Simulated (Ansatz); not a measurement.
Computed with DFT PBE, scalar-relativistic, plane waves, PAW (Ansatz 0.2.0). All cells share a 420 eV cutoff and Γ-centred k meshes spaced at most about 0.3 Å⁻¹ (about 0.25 or finer for metals, 2π included). Collinear spin in cells that started with moments and kept them past the coarse steps, no spin elsewhere.

These are static total energies at zero pressure.

Two relaxed structures of ZrNbSe₃:

A. (site moments Zr 0.2; Nb 2.1 μB)

```
CELL_PARAMETERS angstrom
4.73029 0.00000 0.00000
0.00000 4.73029 0.00000
0.00000 0.00000 5.63462
ATOMIC_POSITIONS crystal
Zr 0.00000 0.00000 0.50000
Nb 0.50000 0.50000 0.00000
Se 0.00000 0.50000 0.68721
Se 0.50000 0.00000 0.31279
Se 0.00000 0.00000 0.00000
```

B. (site moments Nb 2.9; Se -0.1 (×3) μB)

```
CELL_PARAMETERS angstrom
5.14347 0.00000 0.00000
0.00000 5.14347 0.00000
0.00000 0.00000 5.14347
ATOMIC_POSITIONS crystal
Zr 0.50000 0.50000 0.50000
Nb 0.00000 0.00000 0.00000
Se 0.50000 0.50000 0.00000
Se 0.00000 0.50000 0.50000
Se 0.50000 0.00000 0.50000
```

Problem. Which would you expect to be lower, and how large is the difference?

Solution. A is lower, by 215 meV/atom. A has space group P-4m2 (No. 115), 25.2 Å³/atom and no gap on its mesh; B has the cubic perovskite type, space group Pm-3m (No. 221), 27.2 Å³/atom and no gap. Counting Se atoms around Nb and Zr (those within 1.25 times the shortest such distance or 1.15 times the sum of covalent radii, 1.27 where that leaves under three; a plus sign parts nearer from farther groups; the shortest distance is added where it exceeds 1.18 times the sum of covalent radii), A has Zr 6, Nb 4+4 and B has Zr 6, Nb 12 from 3.6 Å. The denser one is the lower, and pressure would at first widen the difference. Both come from invented guesses. A third cell relaxed alike, in P-6m2, lies 0.54 eV/atom below the lower of the two.

Another magnetic order may lie lower. Cells relaxed within their symmetry can be saddle points.
